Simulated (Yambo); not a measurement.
Yambo run on WS₂ (space group P6_3/mmc, No. 194). The wavefunctions are PBE (pw.x of Quantum ESPRESSO, ONCV potentials, without SOC) ones on a 6×6×1 mesh (26 occupied bands); a = 3.154 Å, b = 3.154 Å, c = 12.138 Å, α = 90.00°, β = 90.00°, γ = 120.00°.

Yambo input:

```
rim_cut
HF_and_locXC
RandQpts= 1000000
RandGvec= 1 Ry
EXXRLvcs= 74 Ry
VXCRLvcs= 296 Ry
% QPkrange
 1 | 1 | 26 | 27 |
 4 | 4 | 26 | 27 |
 5 | 5 | 26 | 27 |
 7 | 7 | 26 | 27 |
%
```

k points by index: 1 = Γ, 4 = M, 5 = (0.167, 0.167, 0), 7 = K.

The o-*.hf file then holds:

```
#    K-point    Band    Eo [eV]    Ehf [eV]    Vxc [eV]    Vnlxc [eV]
#
    1    26    0.000000    -0.352117    -15.61420    -15.96631
    1    27    2.249951    6.864402    -15.24114    -10.62669
    4    26    -1.563981    -3.088008    -14.18196    -15.70598
    4    27    2.274892    7.731287    -17.58497    -12.12857
    5    26    -1.547700    -2.718358    -15.26689    -16.43755
    5    27    0.891908    4.916578    -14.26618    -10.24151
    7    26    -0.566607    -0.966955    -15.43522    -15.83557
    7    27    1.264751    5.624351    -16.36490    -12.00530
```
Exchange alone, without screening.

Geometry relaxed with PBE+D3(BJ).
